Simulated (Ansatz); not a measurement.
Computed with DFT PBE, scalar-relativistic, plane waves, PAW in Ansatz 0.2.0. All cells share a 420 eV cutoff and Γ-centred k meshes spaced at most about 0.3 Å⁻¹ (about 0.25 or finer for metals, 2π included). No spin polarisation in the final relaxations.

Temperature and zero-point effects are left out.

Compare these two cells of InWSe₃, each relaxed at this level.

A.

```
CELL_PARAMETERS angstrom
5.00894 0.00000 0.00000
0.00000 5.00894 0.00000
0.00000 0.00000 5.00894
ATOMIC_POSITIONS crystal
In 0.50000 0.50000 0.50000
W 0.00000 0.00000 0.00000
Se 0.50000 0.00000 0.00000
Se 0.00000 0.50000 0.00000
Se 0.00000 0.00000 0.50000
```

B.

```
CELL_PARAMETERS angstrom
7.16722 0.00000 0.00000
-3.58361 6.20700 0.00000
0.00000 0.00000 5.72622
ATOMIC_POSITIONS crystal
In 0.33333 0.66667 0.75000
In 0.66667 0.33333 0.25000
W 0.00000 0.00000 0.00000
W 0.00000 0.00000 0.50000
Se 0.17094 0.82906 0.25000
Se 0.34189 0.17094 0.75000
Se 0.17094 0.34189 0.25000
Se 0.82906 0.17094 0.75000
Se 0.65811 0.82906 0.25000
Se 0.82906 0.65811 0.75000
```

Task: Which would you expect to be lower, and how large is the difference?

Result: B is lower, by 221 meV/atom. A has the cubic perovskite type, space group Pm-3m (No. 221), 25.1 Å³/atom and no gap on its mesh; B has the hexagonal perovskite (2H) type, space group P6_3/mmc (No. 194), 25.5 Å³/atom and no gap. Counting Se atoms around In and W (those within 1.25 times the shortest such distance or 1.15 times the sum of covalent radii; the shortest distance is added where it exceeds 1.18 times the sum of covalent radii), A and B both have In 12 from 3.5 Å, W 6. Both come from invented guesses.

These runs have no spin–orbit coupling, which can matter for W. In Pm-3m an odd number of electrons in the primitive cell allows no gap without spin; a larger cell or a magnetic state could open one. A magnetic state wasn't ruled out in cells without spin, among them Pm-3m. Cells relaxed within their symmetry can be saddle points.
